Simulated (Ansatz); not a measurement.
A crystal relaxed with r2SCAN in Ansatz has space group I4/mmm (No. 139) and a = 3.299 Å, c = 13.762 Å.

| atom | site | x | y | z |
| --- | --- | --- | --- | --- |
| Mg | 2a | 0.0000 | 0.0000 | 0.0000 |
| Xx | 4e | 0.5000 | 0.5000 | 0.3432 |
| Ca | 4e | 0.0000 | 0.0000 | 0.3376 |
| Xx | 2b | 0.5000 | 0.5000 | 0.0000 |

The r2SCAN gap is indirect, 4.68 eV (Γ to M), below the direct gap of 4.73 eV at Γ. With HSE06 the gap is 5.54 eV and direct, at Γ. PBE gives a direct gap of 3.97 eV at Γ. Meshes: r2SCAN 10×10×10, HSE06 6×6×6, PBE 10×10×10. r2SCAN's ε∞ is 3.5 along x and y, 3.4 along z.

**Question.** Which element is Xx?
A. Se
B. Te
C. O
D. S

**Answer.** C. Xx is O: Ca₂MgO₃, ordered on the rocksalt lattice (I4/mmm) with 6 atoms a cell. Mg has 6 O at 2.16–2.33 Å; O has 1 Mg at 2.16 Å and 5 Ca at 2.33–2.49 Å; Ca has 6 O at 2.23–2.49 Å; O has 2 Ca at 2.23 Å and 4 Mg at 2.33 Å.

The cell comes from a prototype generator: it can be a known phase or a hypothetical one. Spin polarisation is off.

For a response run the program warns that the ground state's bands aren't all converged, so ε∞ carries an extra error.
